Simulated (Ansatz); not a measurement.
# SiC (wurtzite): frozen-phonon scan

Relaxed SiC (wurtzite):

```yaml
crystal:
  lattice:
    - [6.18391, 0.00000, 0.00000]
    - [-1.54598, 2.67771, 0.00000]
    - [0.00000, 0.00000, 5.07427]
  atoms:
    - { symbol: Si, position: [0.33333, 0.33333, 0.00052] }
    - { symbol: Si, position: [0.83333, 0.33333, 0.00052] }
    - { symbol: Si, position: [0.16667, 0.66667, 0.50052] }
    - { symbol: Si, position: [0.66667, 0.66667, 0.50052] }
    - { symbol: C, position: [0.33333, 0.33333, 0.62468] }
    - { symbol: C, position: [0.83333, 0.33333, 0.62468] }
    - { symbol: C, position: [0.16667, 0.66667, 0.12468] }
    - { symbol: C, position: [0.66667, 0.66667, 0.12468] }
```

A phonon eigenvector at M = (0.5, 0.0, 0.0) is frozen into this cell: atom i moves by Q times the vector below, so Q is the largest atomic displacement, in Å. The cell is held. (q is in reciprocal vectors of the primitive cell; the cell shown is doubled to hold the pattern.)

```
atom       x       y       z
----  ------  ------  ------
Si1    0.859   0.496   0.128
Si2   -0.859  -0.496  -0.128
Si3   -0.859  -0.496   0.128
Si4    0.859   0.496  -0.128
C5     0.442   0.255  -0.432
C6    -0.442  -0.255   0.432
C7    -0.442  -0.255  -0.432
C8     0.442   0.255   0.432
```

Computed with PBE (plane waves to 420 eV, PAW, scalar-relativistic; Ansatz, a program for electronic structure). k mesh 6×12×7 (Γ-centred), Fermi-Dirac smearing 0.05 eV. E stands for the smeared free energy. Compression counts positive. SiC was relaxed with its symmetry unable to fall. ΔE is measured from the undisplaced structure.

```csv
Q (Å),ΔE (eV/cell),P (GPa),−dE/dQ from forces (eV/Å)
-0.180,2.270,2.99,24.306
-0.150,1.594,2.08,20.721
-0.120,1.029,1.33,16.883
-0.090,0.583,0.75,12.841
-0.060,0.260,0.33,8.646
-0.030,0.065,0.08,4.349
0.000,0.000,0.00,0.000
0.030,0.065,0.08,-4.349
0.060,0.260,0.33,-8.646
0.090,0.583,0.75,-12.841
0.120,1.029,1.33,-16.883
0.150,1.594,2.08,-20.721
0.180,2.270,2.99,-24.306
```

Derived quantities:

* **Energy at Q = 0.180 Å**: 2270 meV/cell
* **Space group of the distorted cell**: Pmn2_1 (No. 31), lowered from P6_3mc
* **Symmetry of the curve**: even: the same for both signs
* **Shape of the curve**: a single well with its minimum at or next to zero displacement
* **Harmonic wavenumber from the curvature (finite differences)**: 543 cm⁻¹
* **Wavenumber by perturbation theory (DFPT, on another k mesh)**: 543 cm⁻¹

(For displaced atoms, the force is minus the slope of the energy, and its curvature is a force constant, which sets phonon frequencies.)
